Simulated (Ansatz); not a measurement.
Polymorphs of AgI, each relaxed with the program Ansatz at the HSE06 level (PAW):

A: zinc blende (F-43m)
a = b = c = 6.6183 Å, α = β = γ = 90.00°

```
atom  site  symmetry       x       y       z
----  ----  --------  ------  ------  ------
Ag      4c      -43m  0.2500  0.2500  0.2500
I       4a      -43m  0.0000  0.0000  0.0000
```

B: rock salt (Fm-3m)
a = b = c = 6.1543 Å, α = β = γ = 90.00°

```csv
atom,site,symmetry,x,y,z
Ag,4a,m-3m,0.0000,0.0000,0.0000
I,4b,m-3m,0.5000,0.5000,0.5000
```

Q: Order them by energy per atom at 0 K (lowest first) at the level HSE06.

A: A (+0 meV/atom), B (+90 meV/atom)

Q: Give each one's gap.

A: A 2.51 eV; B 1.86 eV.

Not the usual ambient phase: B. All cells were relaxed under the symmetry of their starts (and spin orders); stability against distortions was not tested throughout. Rows with no word on spin ran without spin polarisation. Spin–orbit coupling is left out wherever it is not named.

Potentials: the later of the program's two PAW sets.
